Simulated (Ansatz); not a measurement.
The start is a generated cell, InAs placed in the zincblende structure type. The structure is fully relaxed (lattice and positions, P = 0) with PBEsol (plane waves to 420 eV, PAW, scalar-relativistic; Ansatz, a quantum-chemistry and plane-wave program). First-step values are on the input's coarse k-mesh.

Ansatz input (later rounds restart from its end on a renewed k-mesh):
Ansatz 0.2 input:
```yaml
crystal:
  lattice:
    - [0, 3.037293, 3.037293]
    - [3.037293, 0, 3.037293]
    - [3.037293, 3.037293, 0]
  atoms:
    - { symbol: As, position: [0.75, 0.75, 0.75] }
    - { symbol: In, position: [0, 0, 0] }
basis: { ecutwfc: 420, ecutrho_ratio: 4, xc_grid: 2, fft_grid_basis: typed }
kpoints: { mp_grid: { grid: [7, 7, 7] } }
hamiltonian:
  xc: pbesol
  dispersion: none
  pseudopotentials: { kind: paw }
scf: { occupations: { method: fermi_dirac, width: 0.05 } }
relax: { f_tol: 0.01, max_steps: 100, cell: { stress_tol: 0.02 } }
output: { forces: true, stress: true }
```

Question: By how much does the energy per atom fall from start to end?

Answer: Under 0.01 eV/atom.

Question: How does the volume per atom move from start to end?

Answer: +0.6 %, from 28.02 to 28.19 Å³/atom.

Question: How do the shortest distances between atoms change?

Answer: The closest pairs of elements (up to four, under 3.6 Å), start → end: As–In 2.63 → 2.64 Å.

Question: What band gap does the relaxed structure have at this level?

Answer: Zero (the bands touch at this level, without spin-orbit coupling).

Question: Write out the relaxed structure.

Answer: 
```cif
data_As4In4
_chemical_formula_sum 'As4 In4'
_space_group_name_H-M_alt 'F-43m'
_space_group_IT_number 216
_space_group_name_Hall 'F -4 2 3'
_cell_length_a 6.08692
_cell_length_b 6.08692
_cell_length_c 6.08692
_cell_angle_alpha 90.000
_cell_angle_beta 90.000
_cell_angle_gamma 90.000
loop_
_atom_site_label
_atom_site_type_symbol
_atom_site_symmetry_multiplicity
_atom_site_Wyckoff_symbol
_atom_site_fract_x
_atom_site_fract_y
_atom_site_fract_z
_atom_site_occupancy
As1 As 4 c 0.25000 0.25000 0.25000 1
In1 In 4 a 0.00000 0.00000 0.00000 1
```
(The calculation used a cell of 2 atoms; values per cell refer to that cell.)

The space group stays F-43m (No. 216) (the run could not lower it); the end is zinc blende type, with 2 atoms in the primitive cell. Final values are on a 9×9×9 k-mesh of the relaxed cell. No spin polarisation in the result.

The run could not lose the symmetry of its start; a randomly shaken copy of 2 atoms returns to this structure.

All atoms sit on sites fixed by symmetry, so only the cell could relax.
